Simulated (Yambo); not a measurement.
Yambo run on AgI (zinc blende, space group F-43m, No. 216). The wavefunctions are PBEsol (Quantum ESPRESSO, PseudoDojo norm-conserving, 82 Ry, with spin-orbit coupling) ones on a 4×4×4 mesh (26 occupied bands); a = 4.558 Å, b = 4.558 Å, c = 4.558 Å, α = 60.00°, β = 60.00°, γ = 60.00°.

Yambo input:

```
rim_cut
gw0
dyson
el_el_corr
HF_and_locXC
cohsex
em1s
RandQpts= 1000000
RandGvec= 1 Ry
EXXRLvcs= 82 Ry
VXCRLvcs= 328 Ry
Chimod= "HARTREE"
% BndsRnXs
 9 | 152 |
%
NGsBlkXs= 6 Ry
% LongDrXs
 1.0 | 1.0 | 1.0 |
%
ExtendOut
% QPkrange
 1 | 1 | 26 | 27 |
%
```

k points by index: 1 = Γ.

Resulting energies as the program prints them:

```
#    K-point    Band    Eo [eV]    E [eV]    E-Eo [eV]    Vxc [eV]    Vnlxc [eV]    Sc|Eo [eV]    Re(Z)    Im(Z)
#
    1    26    0.000000    -2.279498    -2.279498    -16.63840    -19.82380    0.905900    1.000000    0.000000
    1    27    0.966340    0.129341    -0.836999    -9.499161    -5.485111    -4.851049    1.000000    0.000000
```
(The two width columns are left out.) Convergence of these settings isn't established.

Geometry relaxed with PBEsol.
